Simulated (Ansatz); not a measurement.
**Several inputs for GaH7N2F4**

Cell: a Materials Project structure (computed, not necessarily an observed phase).

Space group C2/m (No. 12); a = 10.7162, b = 6.8525, c = 7.5767 Å, β = 119.18°.

| site | Wyckoff | site symmetry | x | y | z |
| --- | --- | --- | --- | --- | --- |
| Ga1 | 2a | 2/m | 0.0000 | 0.0000 | 0.0000 |
| Ga2 | 2c | 2/m | 0.0000 | 0.0000 | 0.5000 |
| H3 | 4i | m | 0.2083 | 0.0000 | 0.9266 |
| H4 | 4i | m | 0.4711 | 0.0000 | 0.7665 |
| H5 | 8j | 1 | 0.3157 | 0.1204 | 0.6635 |
| H7 | 8j | 1 | 0.7374 | 0.1215 | 0.8565 |
| H9 | 4i | m | 0.3634 | 0.0000 | 0.5113 |
| N17 | 4i | m | 0.7915 | 0.0000 | 0.9381 |
| N18 | 4i | m | 0.3683 | 0.0000 | 0.6492 |
| F21 | 4g | 2 | 0.5000 | 0.2243 | 0.0000 |
| F23 | 4i | m | 0.0693 | 0.0000 | 0.3025 |
| F24 | 8j | 1 | 0.6403 | 0.3030 | 0.6498 |

One atom of each set is listed; the run and its k-mesh use a cell of 28 atoms with edges of 6.36, 6.36, 7.58 Å.

Reference run. The numbers come from a DFT calculation in Ansatz (PBE, plane waves and PAW, scalar-relativistic, 420 eV cutoff, Γ-centred 4×4×3 k-points, Fermi–Dirac smearing 0.02 eV).

It gives V_zz (10²¹ V/m²) F23 11.82 (η 0.31), Ga1 11.01 (η 0.16), N17 -3.95 (η 0.15), among others. Each of these runs changes the input as listed (caps on SCF iterations aside):

A. hamiltonian.dispersion: not typed → d3bjatm
B. kpoints.mp_grid.grid: [4, 4, 3] → [6, 6, 4]

Question: Which of these changes matter for the gradients?

Answer: 

| run | F23 V_zz (η) | Ga1 V_zz (η) | N17 V_zz (η) | largest change of a gradient tensor, all atoms | note |
| --- | --- | --- | --- | --- | --- |
| A | 11.82 (0.31) | 11.01 (0.16) | -3.95 (0.15) | 0.00 | converged |
| B | 11.82 (0.31) | 11.01 (0.16) | -3.95 (0.15) | 0.00 | converged |

None of them moves a gradient tensor by more than 0.01.

On the reference run: The lattice is static: at room temperature ammonium and NH₃ may turn and average the couplings of their hydrogen.
